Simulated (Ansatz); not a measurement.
SnSe2 (CdI2 type)

```
SnSe2
1.0
    3.84028     0.00000     0.00000
   -1.92014     3.32578     0.00000
    0.00000     0.00000     6.00569
Sn Se
1 2
Direct
  0.00000   0.00000   0.00000
  0.33333   0.66667   0.26533
  0.66667   0.33333   0.73467
```

The slice is a (0001) plane (indices of the conventional cell) through the point (0.667, 0.333, 0.735) (fractional), spanned by u = [110] and v = [1 -1 0] in vectors of this cell: u (3.84 Å) and v (6.65 Å, at 90° to u). It covers one period; positions are fractions (u, v).

Computed with PBE-D3(BJ) (plane waves to 420 eV, PAW, scalar-relativistic; Ansatz, a quantum-chemistry and plane-wave program). k mesh 10×10×6. These are valence fields of a PAW run, semicore shells included where kept as valence: close to a nucleus they are smooth pseudo fields. SnSe2 was relaxed with its symmetry unable to fall.

Task: Predict the map of the valence electron density on the slice.

Result: 
```
|987543221112234578|
|776543221112234567|
|655433221112233455|
|444332211111223344|
|333322111111122333|
|222221111111112222|
|111111111111111111|
|111111111111111111|
|000011122222111000|
|000011223332211000|
|000112333333321100|
|000123344444332100|
|001223455655432210|
|001234567776543210|
|111234578987543211|
|112234579997543221|
|112234578987543221|
|112234567776543221|
|112233455655433221|
|111223344444332211|
|111122333333322111|
|111112222222221111|
|111111111111111111|
|111111111111111111|
|222111000000011122|
|332211000000011223|
|333321100000112333|
|444332100000123344|
|655432210001223455|
|776543210001234567|
|987543211111234578|
|997543221112234579|
```
Scale: ten equal steps from -1.55 (start of '0') to 1.66 (end of '9'), in the order '0123456789'. Values: log₁₀ of the valence density in e/Å³. The map has 18 points along u (one character each, u = 0 at the left) and 32 along v (v = 0 in the bottom row). The scale is logarithmic, as a density can span decades between atoms and voids.
